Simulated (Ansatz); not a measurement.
Data:

Ta2O5:
```yaml
crystal:
  lattice:
    - [3.83946, 0.00000, 0.00000]
    - [0.00000, 3.85986, 0.00000]
    - [-1.91608, 0.00000, 6.50390]
  atoms:
    - { symbol: Ta, position: [0.64618, 0.00000, 0.79214] }
    - { symbol: Ta, position: [0.35382, 0.00000, 0.20786] }
    - { symbol: O, position: [0.64995, 0.50000, 0.79906] }
    - { symbol: O, position: [0.35005, 0.50000, 0.20094] }
    - { symbol: O, position: [0.18528, 0.00000, 0.87028] }
    - { symbol: O, position: [0.81472, 0.00000, 0.12972] }
    - { symbol: O, position: [0.50000, 0.00000, 0.50000] }
```

This is the PBEsol-relaxed structure. Cartesian axes are those of the cell as given.

Problem. All from PBEsol (plane waves, PAW; program Ansatz), unless another level is named. Give the HSE06 gap on the PBEsol cell.

Solution. 3.64 eV.

Problem. And the band gap?

Solution. 2.16 eV (indirect).

Problem. What about the smallest direct gap on the standard path?

Solution. 2.78 eV.

Problem. Predict the weight of the valence-edge state by species (Voronoi cells).

Solution. O 99 %.

Problem. Predict the valence-band maximum.

Solution. at E (k = 0.500, 0.500, 0.500).

Space group Cmmm. The workflow started from a Materials Project entry (that database holds measured and hypothetical structures alike); the Crystallography Open Database copy checked does not list it. COD files the formula under space group No. 49, so this cell is another polymorph or a model. Its standing as an ambient phase is unchecked. The PBEsol relaxation kept the symmetry of its start; of distortions, only those at the zone centre were tested, and some modes there are weakly imaginary. The run is not spin-polarised. Scalar-relativistic: spin–orbit coupling is off unless named, which matters more the heavier the elements.

Potentials: the later of the program's two PAW sets.
